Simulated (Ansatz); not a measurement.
TaC (zinc blende, space group No. 216) at seven volumes, PBEsol (plane waves, PAW; program Ansatz), scaled uniformly. One row is withheld.

```json
[
 {"V (Å³/atom)": "12.506", "P (GPa)": "26.99"},
 {"V (Å³/atom)": "12.918", "P (GPa)": "?"},
 {"V (Å³/atom)": "13.331", "P (GPa)": "7.68"},
 {"V (Å³/atom)": "13.743", "P (GPa)": "0.00"},
 {"V (Å³/atom)": "14.155", "P (GPa)": "-6.62"},
 {"V (Å³/atom)": "14.568", "P (GPa)": "-12.31"},
 {"V (Å³/atom)": "14.980", "P (GPa)": "-17.21"}
]
```

Q: Fit the shown pressures and predict the withheld one.

A: Third-order Birch–Murnaghan: P = (3/2)B₀(x^(7/2) − x^(5/2))[1 + (3/4)(B′ − 4)(x − 1)] with x = (V₀/V)^(2/3). Least squares on the six rows gives V₀ = 13.743 Å³/atom, B₀ = 237.1 GPa, B′ = 3.98. At V = 12.918, x = 1.0421 and P = 16.60 GPa. The run itself gave 16.61 GPa.

Space group F-43m (zinc blende). The start of the workflow was typed in or built on a structure type; neither database checked (COD, Materials Project) lists it. It is not the phase usual at ambient conditions (space group No. 225). Symmetry was held in the PBEsol relaxation; its stability against distortions is not shown here. The run is not spin-polarised. Scalar-relativistic: spin–orbit coupling is off unless named, which matters more the heavier the elements.

Potentials: the earlier of the program's two PAW sets. The files were generated under PBE; for other functionals the program regenerates the frozen cores, and for LDA and PBEsol the local potential too.
